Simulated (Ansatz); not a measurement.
# Na (omega (AlB2-type)): energy against volume

These are results of DFT, PBEsol, plane waves (420 eV) with PAW, scalar-relativistic (Ansatz), not measurements. The PAW files were generated under PBE, with cores re-solved for the functional.

The cell is scaled uniformly from the relaxed one, with fractional coordinates and shape fixed. Energies are extrapolated to zero smearing, pressures are those at the given smearing. Magnetic state: spin not included.

A Birch-Murnaghan fit gives V₀ = 36.57 Å³/atom, B₀ = 7.7 GPa, B₀′ = 3.7.

**Question.** What are the energy above the minimum and the pressure at 32.226 Å³/atom?

**Answer.** 15.1 meV/atom and 1.25 GPa as computed.

**Question.** What are the energy above the minimum and the pressure at 38.085 Å³/atom?

**Answer.** 1.4 meV/atom and -0.27 GPa as computed.

**Question.** What are the energy above the minimum and the pressure at 39.550 Å³/atom?

**Answer.** 5.2 meV/atom and -0.51 GPa as computed.
